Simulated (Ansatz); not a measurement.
Crystals of one space group, with the same sites and like axis ratios (P4/nmm), relaxed and computed with PBEsol in the plane-wave PAW code Ansatz.

| crystal | a (Å) | V (Å³/atom) | B₀ by P(V) fit (GPa) | spin order, net moment (μB/atom) | ΔH_f (eV/atom) | highest Γ mode, no LO–TO term (cm⁻¹) |
|---|---|---|---|---|---|---|
| Cr2C | 3.077 | 8.88 | 334 | moments vanished | 0.14 | 576 |
| Zr2C | 3.602 | 14.92 | 169 | not spin-polarised | -0.01 | 412 |
| Hf2C | 3.584 | 14.54 | 178 | not spin-polarised | 0.10 | 417 |
| Ta2C | 3.486 | 13.09 | 268 | not spin-polarised | 0.31 | 461 |

Constructed cells (a structure type filled with these elements, in neither database checked): Cr2C, P4/nmm (Cr on 2a, Cr on 2c, C on 2c); Zr2C, P4/nmm (Zr on 2a, Zr on 2c, C on 2c); Hf2C, P4/nmm (Hf on 2a, Hf on 2c, C on 2c); Ta2C, P4/nmm (Ta on 2a, Ta on 2c, C on 2c). Began spin-polarised and lost the moments: Cr2C, P4/nmm (Cr on 2a, Cr on 2c, C on 2c). All cells were relaxed under the symmetry of their starts (and spin orders); stability against distortions was not tested throughout. Rows with no word on spin ran without spin polarisation. Scalar-relativistic: spin–orbit coupling is off unless named, which matters more the heavier the elements.

Potentials: the later of the program's two PAW sets.

Formation energies count from the lowest solids of the elements computed at the same level, not from gases.
